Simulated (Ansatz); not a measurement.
An Ansatz input:

```yaml
crystal:
  lattice:
    - [7.9666171212, 0.0, 0.0]
    - [-3.9833085606, 6.8992928092, 0.0]
    - [0.0, 0.0, 4.7474973696]
  atoms:
    - { symbol: Rb, position: [1.0, 0.0, 1.0] }
    - { symbol: Rb, position: [0.3333333333, 0.6666666667, 0.5] }
    - { symbol: Rb, position: [0.6666666667, 0.3333333333, 0.5] }
hamiltonian:
  xc: pbesol
  pseudopotentials:
    kind: paw
    azcp:
      Rb: "pseudopotentials/Rb.paw.azcp"
basis:
  ecutwfc: 420
  fft_grid_basis: typed
kpoints:
  mp_grid: { grid: [6, 6, 9], shift: [0, 0, 0] }
magnetization:
  spin_polarized: false
scf:
  occupations: { method: fermi_dirac, width: 0.1 }
```

Terminal output

```
Warning: the record states the generating functional pbe (its physics header spells it `PBE`), which answers neither for hamiltonian.xc's functional nor for the pbesol family's — results may be inconsistent (PPs are generated against a specific XC)
Engine: ansatz 0.2.0, x86_64-unknown-linux-gnu
Pseudopotentials: kind: paw
Pseudopotential: Rb, paw, valence charge 9, recommended cutoff 420 eV (normal) 
Functional definition: PBEsol
  exchange = pbesol_x
  correlation = pbesol_c
Crystal: 3 atoms, lattice volume = 260.942 Å³
Basis set: ecut = 420 eV, 5097 PW (Γ)
Bands: 18, of which v1, the nominal top of the filled ones, is band 14 counted from 1 (13 counted from 0)
Symmetry: 24 space group operations
Space group: P6/mmm (ITA 191), of the structure as read, at distance tolerance 6.4e-5 Å
k-points: 35 of 324
Non-local potential: Rb, projectors of the file, l = 0: 3, l = 1: 2, l = 2: 2
PAW form: soft (Blöchl's): semilocal exchange-correlation on the pseudo side does not see the compensation charge
PAW frozen core: Rb, regenerated for the run's functional, and the local potential with it (the file was generated under x = pbe(κ = 0.804, μ = 0.2195149727645171), c = pbe(β = 0.06672455060314922))
PAW one-centre angular grid: Rb, 110 points (default); XC on 64 Gauss nodes
Initial density: superposition of atomic densities (neutral atoms: chi_scale 0, normalization atom), corrected by the library's trained network
Initial wavefunctions: pseudopotential atomic-orbital guess
Functional: x = pbesol(κ = 0.804, μ = 0.12345679012345678), c = pbesol(β = 0.046)
SCF iter   1: F=—  HF=-9650.995959 eV  |F-HF|=—  |Δ(HF+E_count)|=         —  Δρ=6.91e-4  dr2=1.84e-3  ethr=1.77e-3  ⟨swp⟩=8.1  Hψ=3414  notcnv=0
SCF iter   2: F=—  HF=-9650.996666 eV  |F-HF|=—  |Δ(HF+E_count)|=   7.07e-4  Δρ=3.52e-4  dr2=1.02e-3  ethr=6.81e-6  ⟨swp⟩=2.7  Hψ=1394  notcnv=0
SCF iter   3: F=—  HF=-9650.996536 eV  |F-HF|=—  |Δ(HF+E_count)|=   1.30e-4  Δρ=1.15e-4  dr2=2.30e-4  ethr=3.79e-6  ⟨swp⟩=2.0  Hψ=704  notcnv=0
SCF iter   4: F=—  HF=-9650.996456 eV  |F-HF|=—  |Δ(HF+E_count)|=   7.96e-5  Δρ=5.85e-5  dr2=1.27e-5  ethr=8.54e-7  ⟨swp⟩=2.0  Hψ=692  notcnv=0
SCF iter   5: F=—  HF=-9650.996600 eV  |F-HF|=—  |Δ(HF+E_count)|=   1.44e-4  Δρ=2.47e-5  dr2=2.28e-6  ethr=4.70e-8  ⟨swp⟩=2.1  Hψ=985  notcnv=0
SCF iter   6: F=—  HF=-9650.996601 eV  |F-HF|=—  |Δ(HF+E_count)|=   6.21e-7  Δρ=6.04e-6  dr2=2.51e-7  ethr=8.44e-9  ⟨swp⟩=2.3  Hψ=796  notcnv=0
SCF iter   7: F=-9650.996601 eV  HF=-9650.996601 eV  |F-HF|=3.47e-9  |Δ(HF+E_count)|=   3.89e-8  Δρ=2.16e-6  dr2=1.91e-8  ethr=3.70e-10  ⟨swp⟩=2.3  Hψ=1265  notcnv=0
SCF 1 converged in 7 iterations: F = -9650.996601 eV  dr2 = 1.91e-8
SCF converged after 7 iterations
Free energy (F): -9650.996601 eV
Harris-Foulkes:  -9650.996601 eV  (|F-HF|=3.47e-9)
Internal energy: -9650.907229 eV  (E = F + TS)
E sigma→0 (E₀):  -9650.951915 eV
Entropy (-TS):   -0.089371 eV (-29.790 meV/atom)
Fermi energy:    2.064939 eV
--- Per-component energies (eV) ---
  E_band       = -352.136920
  E_kinetic    = 572.654107
  E_local      = -2106.042115  (includes V_loc(G=0)·N_el)
  E_nonlocal   = 525.489859
  E_hartree    = 586.518498
  E_xc         = -383.308275
  E_vxc        = -402.878125  (∫ρ·V_xc dr)
  E_paw        = -7707.838234  (= ΣΔE_a)
  E_vpaw       = -114.400128  (= ΣTr[D̂ρ^β])
  E_aug_tail   = -0.000004  (compensation charges beyond the density's cutoff)
  E_ewald      = -1138.752078
  E_core_change = 0.371012  (= ΣΔE_core)
  E_smearing   = -0.089371  (= −TS)
  E_closure    = 0.000000  (closes the sum)
  Σ components = -9650.996601   (vs F -9650.996601, Δ=0.00e0)
```
